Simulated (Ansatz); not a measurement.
TaSi2:
```yaml
crystal:
  lattice:
    - [4.76193, 0.00000, 0.00000]
    - [-2.38097, 4.12396, 0.00000]
    - [0.00000, 0.00000, 6.55307]
  atoms:
    - { symbol: Ta, position: [0.50000, 0.00000, 0.00000] }
    - { symbol: Ta, position: [0.50000, 0.50000, 0.33333] }
    - { symbol: Ta, position: [0.00000, 0.50000, 0.66667] }
    - { symbol: Si, position: [0.15910, 0.31820, 0.00000] }
    - { symbol: Si, position: [0.84090, 0.15910, 0.33333] }
    - { symbol: Si, position: [0.68180, 0.84090, 0.66667] }
    - { symbol: Si, position: [0.84090, 0.68180, 0.00000] }
    - { symbol: Si, position: [0.15910, 0.84090, 0.33333] }
    - { symbol: Si, position: [0.31820, 0.15910, 0.66667] }
```

Relaxed with PBEsol. Special points in fractions of this cell's reciprocal vectors: Γ (0.000, 0.000, 0.000); M (0.500, 0.000, 0.000); K (0.333, 0.333, 0.000); A (0.000, 0.000, 0.500); L (0.500, 0.000, 0.500); H (0.333, 0.333, 0.500).

Q: List the band energies nearest the Fermi level at these points for PBEsol (plane waves, PAW; program Ansatz).

A: In eV from the Fermi level; about four levels below and three above (degenerate sets whole), none deeper than 8.9 eV; points with the same levels are listed once.

```tsv
k	below	above
Γ	-2.43 -2.23 -2.23 -1.49	0.69 2.99 2.99
M	-1.12 -0.79 -0.13 -0.04	0.85 1.20 1.59
K	-1.96 -1.96 -1.78 -1.78 -1.76	0.31 0.31 0.56
A	-2.30 -2.01 -1.79 -1.79	1.10 1.10 2.66 2.66
L	-2.07 -1.86 -0.72 -0.26	1.55 1.97 2.54
H	-0.77 -0.77 -0.18 -0.18	0.92 1.56 1.56
```

Space group P6_222. The PBEsol relaxation kept the symmetry of its start; of distortions, only those at the zone centre were tested. No spin polarisation was allowed. Spin–orbit coupling is left out wherever it is not named.

Potentials: the later of the program's two PAW sets.
